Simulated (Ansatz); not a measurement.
Starting cell, ZnSe (zinc blende):

```
ZnSe
1.0
    0.00000     2.83273     2.83273
    2.83273     0.00000     2.83273
    2.83273     2.83273     0.00000
Se Zn
1 1
Cartesian
  4.24909   4.24909   4.24909
  0.00000   0.00000   0.00000
```

In each cell atom 2 (Zn, nearest neighbour Se at 2.453 Å; its periodic images, 4.0 Å or more away, move with it) moves by s·(0.000, 0.000, 1.000) (along Cartesian z), the rest being held.

Level of theory: r2SCAN (plane waves to 500 eV, PAW, scalar-relativistic; Ansatz, a quantum-chemistry and plane-wave program). k mesh 8×8×8 (Γ-centred), Fermi-Dirac smearing 0.05 eV. Energies are smeared free energies. ZnSe was relaxed with its symmetry unable to fall. The zero of ΔE is the undisplaced structure.

Give the computed ΔE (meV/cell) at s (Å) = -0.200, -0.150, 0.150, 0.200, 0.250.


```tsv
s (Å)	ΔE (meV/cell)
-0.200	108.7
-0.150	61.4
0.150	61.4
0.200	108.7
0.250	168.8
```

(A displaced cell: forces are minus the slopes of the energy, force constants its curvatures, and phonons follow from these.)
